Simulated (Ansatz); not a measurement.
**Data sheet: Zr$_{3}$ZnN (DFT)**

Zr₃ZnN:
```
Zr3ZnN
1.0
    1.67676    -5.73632     0.00000
    1.67676     5.73632     0.00000
    0.00000     0.00000     8.89013
Zr Zn N
6 2 2
Direct
  0.62629   0.37371   0.04866
  0.37371   0.62629   0.95134
  0.37371   0.62629   0.54866
  0.62629   0.37371   0.45134
  0.95001   0.04999   0.25000
  0.04999   0.95001   0.75000
  0.25523   0.74477   0.25000
  0.74477   0.25523   0.75000
  0.00000   0.00000   0.00000
  0.00000   0.00000   0.50000
```

Space group Cmcm (No. 63); conventional cell a = 3.354 Å, b = 11.473 Å, c = 8.890 Å, α = β = γ = 90.00°.

Method: r²SCAN (plane waves, PAW; program Ansatz). Structure relaxed to zero pressure with the same functional. Other levels are named where they apply.

### Cell and energy

| Quantity | Result |
|---|---|
| Volume per atom | 17.10 Å³ |
| Density | 6.86 g/cm³ |
| Formation energy from the elements (no fitted shifts) | -1.02 eV/atom |

### Electronic structure

| Quantity | Value |
|---|---|
| Electronic character | metallic (no gap) |
| Density of states at the Fermi level | 0.70 states/eV per atom (mean over ±0.08 eV) |

The workflow started from a Materials Project entry (that database holds measured and hypothetical structures alike); the Crystallography Open Database copy checked does not list it. Whether it is the stable phase at ambient conditions was not checked. The r²SCAN relaxation kept the symmetry of its start; its stability against distortions is not shown here. The run is not spin-polarised. The references are the lowest solids computed at this level, not always the standard phases (solids in place of the gases). Scalar-relativistic: spin–orbit coupling is off unless named, which matters more the heavier the elements.

Potentials: the later of the program's two PAW sets.
